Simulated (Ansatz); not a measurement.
NbP:
Space group I4₁md (No. 109); a = b = 3.347 Å, c = 11.428 Å, α = β = γ = 90.00°

```json
[
 {"atom": "Nb", "site": "4a", "symmetry": "2mm.", "x": "0.0000", "y": "0.5000", "z": "0.0000"},
 {"atom": "P", "site": "4a", "symmetry": "2mm.", "x": "0.0000", "y": "0.0000", "z": "0.3326"}
]
```
(The calculation used a cell of 4 atoms; values per cell refer to that cell.)

This is the PBE-relaxed structure.

All from PBE (plane waves, PAW; program Ansatz), unless another level is named. Predict the highest zone-centre frequency.

380 cm⁻¹.

What about the bulk modulus (Birch–Murnaghan fit)?

186 GPa.

Space group I4_1md. The PBE relaxation kept the symmetry of its start; of distortions, only those at the zone centre were tested. No spin polarisation was allowed. A small band overlap can be real or an error of a semilocal functional. As this level gives no gap, phonon frequencies hold no LO–TO term and depend on the k-mesh and smearing (Fermi–Dirac, 0.1 eV here).

Potentials: the later of the program's two PAW sets.
